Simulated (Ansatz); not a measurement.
Relaxed-ion elastic tensor of Nb (bcc (W type), Im-3m) in GPa (Voigt order), the program Ansatz at the PBEsol level (PAW); density 8.82 g/cm³, 17.48 Å³ per atom.

```
 265   142   142   0.0   0.0   0.0
 142   265   142   0.0   0.0   0.0
 142   142   265   0.0   0.0   0.0
 0.0   0.0   0.0  15.7   0.0   0.0
 0.0   0.0   0.0   0.0  15.7   0.0
 0.0   0.0   0.0   0.0   0.0  15.7
```

**Question.** Is the crystal mechanically stable?

**Answer.** Yes: the smallest eigenvalue of C is 15.7 GPa.

**Question.** Work out the Voigt, Reuss and Hill averages.

**Answer.** K_V = 183, K_R = 183, K_H = 183; G_V = 34.0, G_R = 22.3, G_H = 28.2 GPa.

**Question.** Give Young's modulus, Poisson's ratio, Pugh's ratio and the universal anisotropy index.

**Answer.** E = 9KG/(3K + G) = 80.4 GPa; ν = 0.43; K/G = 6.50 (ductile by the Pugh limit of 1.75); A_U = 5G_V/G_R + K_V/K_R − 6 = 2.62.

**Question.** Estimate the sound speeds and the Debye temperature.

**Answer.** v_l = √((K + 4G/3)/ρ) = 5000 m/s, v_t = √(G/ρ) = 1790 m/s, mean 2030 m/s; Θ = (h/k)(3n/4πV)^(1/3) v_m = 233 K.

**Question.** Give the Zener ratio and Young's modulus along [100], [110] and [111].

**Answer.** A = 2C44/(C11 − C12) = 0.25; 1/E = S11 − 2(S11 − S12 − S44/2)Γ with Γ = 0, 1/4, 1/3 gives 166, 55.8, 45.7 GPa.

**Question.** Solve the Christoffel equation for the three sound speeds along [100], [110], [111].

**Answer.** Eigenvalues of C_ijkl n_j n_l equal ρv². In km/s, slowest first: [100] 1.33, 1.33, 5.48; [110] 1.33, 2.64, 4.98; [111] 2.29, 2.29, 4.81.

Symmetry was held in the PBEsol relaxation. No spin polarisation was allowed. As this level gives no gap, shear constants depend on the k-mesh and smearing (Fermi–Dirac, 0.1 eV here). On the denser mesh and wider smearing of the elastic run this cell carries a stress of 0.5 GPa.

Potentials: the later of the program's two PAW sets.
